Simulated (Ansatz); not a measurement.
The elements of this relaxed trial crystal are hidden behind letters.

```
lattice vectors (Å)
   6.8272    0.0000    0.0000
  -3.4136    5.9125    0.0000
   0.0000    0.0000    2.7334
fractional positions
X 0.6667 0.3333 0.7500
X 0.3333 0.6667 0.2500
X 0.6751 0.9823 0.7500
X 0.6928 0.6751 0.2500
X 0.9823 0.3072 0.2500
X 0.0177 0.6928 0.7500
X 0.3249 0.0177 0.2500
X 0.3072 0.3249 0.7500
Z 0.8488 0.2496 0.7500
Z 0.5992 0.8488 0.2500
Z 0.2496 0.4008 0.2500
Z 0.7504 0.5992 0.7500
Z 0.4008 0.1512 0.7500
Z 0.1512 0.7504 0.2500
```

These are results of DFT PBE, scalar-relativistic, plane waves, PAW (Ansatz), not measurements. Cutoff 420 eV, Γ-centred 6×6×10 mesh (14-atom cell), Gaussian smearing of 0.02 eV, no spin polarisation.

* Space group: P6_3/m (No. 176)
* Conventional cell: a = 6.827 Å, c = 2.733 Å
* Volume per atom: 7.88 Å³
* Density: 2.39 g/cm³
* Energy over the elements: +0.132 eV/atom
* Gap on the 6×6×10 mesh of the 14-atom cell: 0.69 eV

Energies are uncorrected and count from the elements' standard states at the same level.

Problem. X is a p-block element of period 2 and Z is a p-block element of period 2. Which elements are they?

Solution. X = B, Z = C, so the formula is B4C3. Density times volume gives a mean mass of 2.39 × 7.88/1.6605 = 11.3 u per atom, and this set has 11.3 u. Among the elements that the hints allow, noble gases aside, only these give it. B on a site of symmetry -6 is surrounded by 3 C at 1.61 Å; B on a site of symmetry m has 3 C at 1.58–1.60 Å; around C lie 4 B at 1.58–1.61 Å.

Kohn–Sham gaps at this level usually fall short of measured ones. Symmetry constrained the relaxation, so the result can be a saddle point.
